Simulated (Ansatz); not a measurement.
YSi:
```
CELL_PARAMETERS angstrom
      2.11684    -5.22734     0.00000
      2.11684     5.22734     0.00000
      0.00000     0.00000     3.80794
ATOMIC_POSITIONS crystal
  Y  0.14038 0.85962 0.75000
  Y  0.85962 0.14038 0.25000
  Si 0.42368 0.57632 0.75000
  Si 0.57632 0.42368 0.25000
```

Relaxed with PBEsol. Special points in fractions of this cell's reciprocal vectors: Γ (0.000, 0.000, 0.000); Y (-0.500, 0.500, 0.000); C0 (-0.291, 0.709, 0.000); Σ0 (0.291, 0.291, 0.000); Z (0.000, 0.000, 0.500); A0 (0.291, 0.291, 0.500); E0 (-0.291, 0.709, 0.500); T (-0.500, 0.500, 0.500); S (0.000, 0.500, 0.000); R (0.000, 0.500, 0.500).

Question: List the band energies nearest the Fermi level at these points for plane-wave PAW PBEsol (Ansatz code).

Answer: In eV from the Fermi level; about four levels below and three above (degenerate sets whole), none deeper than 8.9 eV; points with the same levels are listed once.

```json
[
 {"k": "Γ", "below": "-2.75 -2.28 -1.58 -1.28", "above": "0.27 0.84 1.81"},
 {"k": "Y", "below": "-1.97 -1.80 -1.08 -0.67", "above": "1.50 1.82 2.13"},
 {"k": "C0", "below": "-4.40 -2.32 -2.13 -1.78", "above": "0.67 0.71 1.32"},
 {"k": "Z", "below": "-2.08 -2.08 -0.94 -0.94", "above": "3.13 3.13 3.70 3.70"},
 {"k": "A0", "below": "-1.98 -1.98 -0.19 -0.19", "above": "2.40 2.40 3.93 3.93"},
 {"k": "T", "below": "-1.61 -1.61 -0.03 -0.03", "above": "1.63 1.63 2.15 2.15"},
 {"k": "S", "below": "-4.10 -2.82 -2.31 -1.70", "above": "0.43 0.90 1.39"},
 {"k": "R", "below": "-2.17 -2.17 -0.36 -0.36", "above": "3.23 3.23 3.72 3.72"}
]
```

Space group Cmcm. The workflow started from a Materials Project entry (that database holds measured and hypothetical structures alike); the Crystallography Open Database copy checked does not list it. Its standing as an ambient phase is unchecked. The PBEsol relaxation kept the symmetry of its start; whether a distortion lowers the energy is not shown. The run is not spin-polarised. Spin–orbit coupling is left out wherever it is not named.

Potentials: the later of the program's two PAW sets.
